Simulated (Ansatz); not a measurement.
SnC:
```
CELL_PARAMETERS angstrom
      3.10406     0.00000     0.00000
      0.00000     3.10406     0.00000
      0.00000     0.00000     3.10406
ATOMIC_POSITIONS crystal
  Sn 0.00000 0.00000 0.00000
  C  0.50000 0.50000 0.50000
```

Relaxed with PBE. Special points in fractions of this cell's reciprocal vectors: Γ (0.000, 0.000, 0.000); X (0.000, 0.500, 0.000); M (0.500, 0.500, 0.000); R (0.500, 0.500, 0.500).

Task: List the band energies nearest the Fermi level at these points for plane-wave PAW PBE (Ansatz code).

Result: In eV from the Fermi level; about four levels below and three above (degenerate sets whole), none deeper than 8.9 eV; … stands for higher levels left out; points with the same levels are listed once.

```json
[
 {"k": "Γ", "below": "-2.34 -0.88 -0.88 -0.88", "above": "7.05 7.05 …"},
 {"k": "X", "below": "–", "above": "0.79 0.79 2.09"},
 {"k": "M", "below": "-8.75 -5.47 -5.47 -5.11", "above": "1.12 6.07 6.07"},
 {"k": "R", "below": "-2.12 -2.12 -2.12 -1.40", "above": "…"}
]
```

Space group Pm-3m (CsCl type). The cell is a constructed one: a structure type filled with these elements; neither database checked (COD, Materials Project) lists it. Its standing as an ambient phase is unchecked. The cell was relaxed with PBE under the symmetry of its start; its stability against distortions is not shown here. Spin–orbit coupling is left out wherever it is not named.

Potentials: the later of the program's two PAW sets.
